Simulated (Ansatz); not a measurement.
PtSe$_{2}$:
```xyz
3
Lattice="1.7996 1.0390 5.2042 -1.7996 1.0390 5.2042 0.0000 -2.0780 5.2042" Properties=species:S:1:pos:R:3 pbc="T T T"
Pt     0.0000     0.0000     0.0183
Se     0.0000     0.0000    11.8635
Se     0.0000     0.0000     8.9347
```

Relaxed with LDA. Special points in fractions of this cell's reciprocal vectors: Γ (0.000, 0.000, 0.000); T (0.500, 0.500, 0.500); H2 (0.807, 0.193, 0.500); H0 (0.500, -0.193, 0.193); L (0.500, 0.000, 0.000); S0 (0.347, -0.347, 0.000); S2 (0.653, 0.000, 0.347); F (0.500, 0.000, 0.500).

Problem. List the band energies nearest the Fermi level at these points for the program Ansatz at the LDA level (PAW).

Solution. In eV from the Fermi level; about four levels below and three above (degenerate sets whole), none deeper than 8.9 eV; points with the same levels are listed once.

```
k                           below                above
--  -----------------------------  -------------------
Γ   -4.57 -4.57 -2.90 -0.20 -0.20       0.78 0.97 0.97
T         -4.47 -4.47 -3.11 -2.18  0.09 0.09 0.73 0.73
H2        -3.46 -3.05 -2.75 -0.93       0.16 1.38 4.68
L         -3.13 -2.47 -2.13 -1.37       0.25 0.92 3.27
S0        -3.31 -3.14 -3.11 -0.87       0.01 1.54 4.23
F         -3.50 -2.74 -2.19 -2.14       0.20 2.04 4.24
```

Space group R3m. A made-up cell: these elements were put on the sites of a structure type; neither database checked (COD, Materials Project) lists it. COD files the formula under space group No. 164. Whether it is the stable phase at ambient conditions was not checked. Symmetry was held in the LDA relaxation; whether a distortion lowers the energy is not shown. The run is not spin-polarised. A crystal of weakly bound layers computed without a dispersion correction: the cell and the soft elastic constants depend strongly on that. Spin–orbit coupling is left out wherever it is not named.

Potentials: the earlier of the program's two PAW sets. The files were generated under PBE; for other functionals the program regenerates the frozen cores, and for LDA and PBEsol the local potential too.
